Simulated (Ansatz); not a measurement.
# Ta (Fm-3m), work and stress of cleavage

Method: Ansatz, DFT r2SCAN, scalar-relativistic, plane waves, PAW. Settings: plane waves to 500 eV, k-mesh 18×18×4 (Γ-centred), Gaussian smearing 0.15 eV. Spin–orbit coupling is left out, which can shift energies with elements as heavy as these. No spin polarisation. Energies are free energies at this smearing, counted from the undisturbed cell; pressure is positive in compression.

Reference structure (as given, not relaxed at this level; it stands at -1.7 GPa; this fcc form isn't the usual structure):

```
CELL_PARAMETERS angstrom
2.11000 -2.11000 0.00000
2.11000 0.00000 -2.11000
8.44000 8.44000 8.44000
ATOMIC_POSITIONS crystal
Ta 0.66667 0.66667 0.08332
Ta 0.00000 0.00000 0.91665
Ta 0.33333 0.33333 0.24998
Ta 0.66667 0.66667 0.58332
Ta 0.00000 0.00000 0.41665
Ta 0.33333 0.33333 0.74998
```

The cut lies on the cell's a–b face, a (1 1 1) plane (indices in the standard cell, whose axes needn't be the Cartesian ones shown) of area 7.71 Å², between layers 2.44 Å apart. Vector c is lengthened by d along the normal with the atoms' Cartesian places fixed: one unrelaxed cut a cell. The traction is positive where the two halves pull on each other.

```
d (Å) energy (J/m²) traction (GPa)
-0.30           0.59           -45.1
-0.15           0.12           -18.5
 0.00           0.00             1.7
 0.25           0.34            23.4
 0.50           1.06            32.0
 0.75           1.88            32.3
 1.00           2.64            28.5
 1.50           3.81            18.4
 2.00           4.52            10.2
 3.00           5.09             2.8
 4.50           5.27             0.3
 6.00           5.29             0.0
```

Q: What are the work of separation and the cleavage stress, and do they fit the universal binding curve?

A: The energy levels off near W ≈ 5.29 J/m² (the traction is down to 0.0 GPa), the energy of the two unrelaxed faces, 2.65 J/m² each on average. The largest sampled traction is 32.3 GPa at d = 0.75 Å, and a parabola through it and its two neighbours peaks at σ_max ≈ 32.7 GPa, d ≈ 0.64 Å. The curve E = W[1 − (1 + d/ℓ)exp(−d/ℓ)] peaks in traction at d = ℓ with σ_max = W/(eℓ); with 1 J/m² per Å = 10 GPa this W and σ_max give ℓ = 0.60 Å. A parabola through that curve at the same three d peaks at 0.59 Å, against 0.64 Å here, a fair fit. Real crystals break at far lower stress, because cracks concentrate it, and on the plane of lowest W, which needn't be this one.

The cut is rigid; relaxing the faces lowers these energies and usually the stresses. The start isn't at rest at this level: it stands under -1.7 GPa with forces up to 0.00 eV/Å, so these aren't the figures of the relaxed crystal.

In a metal these slopes depend on the k mesh and the smearing.

Cost: 12 runs of about 31 core-minutes in all, on Intel Xeon Processor @ 2.50GHz (Skylake/Cascade Lake) (shared hosts).